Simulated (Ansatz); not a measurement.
GeS:
```cif
data_Ge4S4
_chemical_formula_sum 'Ge4 S4'
_space_group_name_H-M_alt 'P 1'
_space_group_IT_number 1
_cell_length_a 8.23731
_cell_length_b 3.64039
_cell_length_c 5.85896
_cell_angle_alpha 90.000
_cell_angle_beta 90.000
_cell_angle_gamma 90.000
loop_
_space_group_symop_operation_xyz
  'x, y, z'
loop_
_atom_site_label
_atom_site_type_symbol
_atom_site_fract_x
_atom_site_fract_y
_atom_site_fract_z
_atom_site_occupancy
Ge1 Ge 0.51983 0.25000 0.75822 1
Ge2 Ge 0.01983 0.25000 0.74178 1
Ge3 Ge 0.48017 0.75000 0.24178 1
Ge4 Ge 0.98017 0.75000 0.25822 1
S1 S 0.82694 0.25000 0.07875 1
S2 S 0.32694 0.25000 0.42125 1
S3 S 0.17306 0.75000 0.92125 1
S4 S 0.67306 0.75000 0.57875 1
```

Relaxed with PBE.

Which orbitals make up the states near the band edges in PBE (plane waves, PAW; program Ansatz)?

Top 1 eV of the valence band: S 3p 58 %, Ge 4s 23 %, Ge 4p 17 %. Bottom 1 eV of the conduction band: Ge 4p 63 %, S 3p 16 %, S 3s 8 %, Ge 4s 7 %, outside the projected shells 5 %. Projections are on Löwdin-orthogonalised atomic valence shells; empty p or d shells of many metals are not among them.

Tabulate the density of states.

States/eV per cell of 8 atoms, in 0.25 eV bins, energy from the valence-band maximum.

```
E (eV)  total  S 3p  Ge 4p  Ge 4s
------  -----  ----  -----  -----
-7.85    3.48  0.93   0.16   2.05
-7.60    1.81  0.49   0.06   1.00
-7.35    2.35  0.63   0.10   1.25
-7.10    1.70  0.47   0.06   0.84
-6.85    1.88  0.51   0.08   0.89
-6.60    2.14  0.61   0.10   0.95
-6.35    1.55  0.43   0.07   0.68
-6.10    0.71  0.19   0.03   0.31
-5.85    0.00  0.00   0.00   0.00
-5.60    0.00  0.00   0.00   0.00
-5.35    0.34  0.19   0.14   0.00
-5.10    2.71  1.57   1.05   0.05
-4.85    5.86  3.42   2.15   0.19
-4.60    4.99  2.84   1.76   0.26
-4.35    3.77  2.20   1.25   0.19
-4.10    5.08  3.12   1.66   0.16
-3.85    3.52  2.24   1.10   0.09
-3.60    3.25  2.14   0.97   0.08
-3.35    5.22  3.50   1.46   0.14
-3.10    6.72  4.62   1.74   0.21
-2.85    6.47  4.56   1.51   0.25
-2.60    6.34  4.57   1.36   0.27
-2.35    7.05  4.96   1.43   0.47
-2.10    7.10  5.11   1.32   0.49
-1.85    5.69  3.63   1.20   0.71
-1.60    5.02  3.07   1.08   0.74
-1.35    4.36  2.60   0.94   0.72
-1.10    4.23  2.59   0.84   0.71
-0.85    3.13  1.76   0.63   0.68
-0.60    2.39  1.36   0.41   0.57
-0.35    2.19  1.31   0.27   0.57
-0.10    0.56  0.38   0.04   0.13
0.15     0.00  0.00   0.00   0.00
0.40     0.00  0.00   0.00   0.00
0.65     0.00  0.00   0.00   0.00
0.90     0.06  0.01   0.03   0.01
1.15     1.74  0.27   1.08   0.15
1.40     4.30  0.68   2.72   0.33
1.65     4.83  0.81   3.04   0.32
1.90     4.40  0.78   2.77   0.23
2.15     3.70  0.81   2.24   0.17
2.40     5.89  1.40   3.48   0.29
2.65     5.62  1.45   3.22   0.26
2.90     5.10  1.18   3.18   0.13
3.15     6.72  1.44   4.37   0.09
3.40     7.68  1.66   4.98   0.11
3.65     5.41  1.26   3.36   0.08
3.90     5.61  1.36   3.42   0.09
4.15     3.38  0.78   2.06   0.05
4.40     4.02  0.95   2.43   0.04
4.65     6.84  1.72   3.98   0.06
4.90     7.11  1.82   4.05   0.07
5.15     4.94  1.31   2.77   0.05
5.40     5.50  1.48   3.03   0.05
5.65     1.88  0.53   1.03   0.02
```

Space group Pnma. Symmetry was held in the PBE relaxation. The volume moved by 57 % from the start of the relaxation. Spin–orbit coupling is left out wherever it is not named.

Potentials: the later of the program's two PAW sets.
